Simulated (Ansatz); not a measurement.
A geometry of ZrO2 away from equilibrium: the start of the relaxation of a generated trial cell of ZrO2 in the baddeleyite structure type. These are PBEsol (plane waves to 420 eV, PAW, scalar-relativistic; Ansatz, a program for electronic structure) values and carry that method's errors. Γ-centred k-mesh 4×4×4 on the run's cell (coarser than for final values), Fermi–Dirac smearing 0.05 eV.

```xyz
12
Lattice="5.1505 0.0000 0.0000 0.0000 5.2116 0.0000 -0.8529 0.0000 5.2485" Properties=species:S:1:pos:R:3 pbc="T T T"
Zr     1.2408     0.2059     1.0933
Zr     3.4833     2.8117     1.5310
Zr     3.0568     5.0057     4.1552
Zr     0.8143     2.3999     3.7175
O      0.0665     1.7287     1.8091
O      4.6575     4.3345     0.8151
O      4.2311     3.4829     3.4393
O     -0.3599     0.8771     4.4334
O      1.9070     3.9447     2.5151
O      2.8171     1.3389     0.1092
O      2.3907     1.2669     2.7334
O      1.4805     3.8727     5.1393
```

Problem. What forces act on the atoms (eV/Å)?

Solution. 
```json
[
 {"atom": "Zr1", "Fx": "0.16", "Fy": "0.13", "Fz": "0.10"},
 {"atom": "Zr2", "Fx": "-0.16", "Fy": "0.13", "Fz": "-0.10"},
 {"atom": "Zr3", "Fx": "-0.16", "Fy": "-0.13", "Fz": "-0.10"},
 {"atom": "Zr4", "Fx": "0.16", "Fy": "-0.13", "Fz": "0.10"},
 {"atom": "O5", "Fx": "-0.10", "Fy": "0.08", "Fz": "0.02"},
 {"atom": "O6", "Fx": "0.10", "Fy": "0.08", "Fz": "-0.02"},
 {"atom": "O7", "Fx": "0.10", "Fy": "-0.08", "Fz": "-0.02"},
 {"atom": "O8", "Fx": "-0.10", "Fy": "-0.08", "Fz": "0.02"},
 {"atom": "O9", "Fx": "0.01", "Fy": "0.03", "Fz": "-0.02"},
 {"atom": "O10", "Fx": "-0.01", "Fy": "0.03", "Fz": "0.02"},
 {"atom": "O11", "Fx": "-0.01", "Fy": "-0.03", "Fz": "0.02"},
 {"atom": "O12", "Fx": "0.01", "Fy": "-0.03", "Fz": "-0.02"}
]
```

Problem. What is the pressure?

Solution. -1.9 GPa, compression positive.

Problem. How much energy per atom can still be gained by relaxing?

Solution. under 0.01 eV/atom; the path ends in P2₁/c (No. 14) (AFLOW prototype A2B_mP12_14_2e_e (C43, as in ZrO2)).

No spin polarisation in the result.

The run could not lose the symmetry of its start.
